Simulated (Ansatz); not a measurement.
Y:
```yaml
crystal:
  lattice:
    - [3.59944, 0.00000, 0.00000]
    - [-1.79972, 3.11721, 0.00000]
    - [0.00000, 0.00000, 5.57916]
  atoms:
    - { symbol: Y, position: [0.33333, 0.66667, 0.75000] }
    - { symbol: Y, position: [0.66667, 0.33333, 0.25000] }
```

Relaxed with PBEsol. Special points in fractions of this cell's reciprocal vectors: Γ (0.000, 0.000, 0.000); M (0.500, 0.000, 0.000); K (0.333, 0.333, 0.000); A (0.000, 0.000, 0.500); L (0.500, 0.000, 0.500); H (0.333, 0.333, 0.500).

### Question
List the band energies nearest the Fermi level at these points for plane-wave PAW PBEsol (Ansatz code).

### Answer
In eV from the Fermi level; about four levels below and three above (degenerate sets whole), none deeper than 8.9 eV; points with the same levels are listed once.

```json
[
 {"k": "Γ", "below": "-4.72 -1.91", "above": "1.14 1.77 1.77"},
 {"k": "M", "below": "-1.69 -1.27 -0.86 -0.04", "above": "1.44 1.53 2.21"},
 {"k": "K", "below": "-0.80 -0.67 -0.67 -0.45", "above": "1.14 1.14 2.48"},
 {"k": "A", "below": "-3.21 -3.21", "above": "1.03 1.03 1.67 1.67 1.67 1.67"},
 {"k": "L", "below": "-1.71 -1.71", "above": "0.09 0.09 1.52 1.52"},
 {"k": "H", "below": "-0.40 -0.40 -0.40 -0.40", "above": "0.48 0.48 2.87 2.87"}
]
```

Space group P6_3/mmc (hcp (Mg type)). Symmetry was held in the PBEsol relaxation. The run is not spin-polarised. Spin–orbit coupling is left out wherever it is not named.

Potentials: the later of the program's two PAW sets.
